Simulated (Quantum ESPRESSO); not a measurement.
```
CELL_PARAMETERS angstrom
     -3.05630     3.05630     3.88883
      3.05630    -3.05630     3.88883
      3.05630     3.05630    -3.88883
ATOMIC_POSITIONS crystal
  H  0.50000 0.00000 0.50000
  H  0.00000 0.50000 0.50000
  F  0.36801 0.86801 0.23602
  F  0.63199 0.13199 0.76398
  F  0.86801 0.63199 0.50000
  F  0.13199 0.36801 0.50000
  Cs 0.75000 0.75000 0.00000
  Cs 0.25000 0.25000 0.00000
```

The geometry is that of Materials Project entry mp-24668, symmetrised and not relaxed again.

Problem. What does PBEsol (Quantum ESPRESSO, PseudoDojo norm-conserving, 84 Ry, without SOC) give for the electronic structure near the Fermi level?

Solution. The PBEsol gap is direct, 6.56 eV at Γ. 

The structure is a Materials Project entry; no match was found in the copy of COD used, and its stability was not checked.
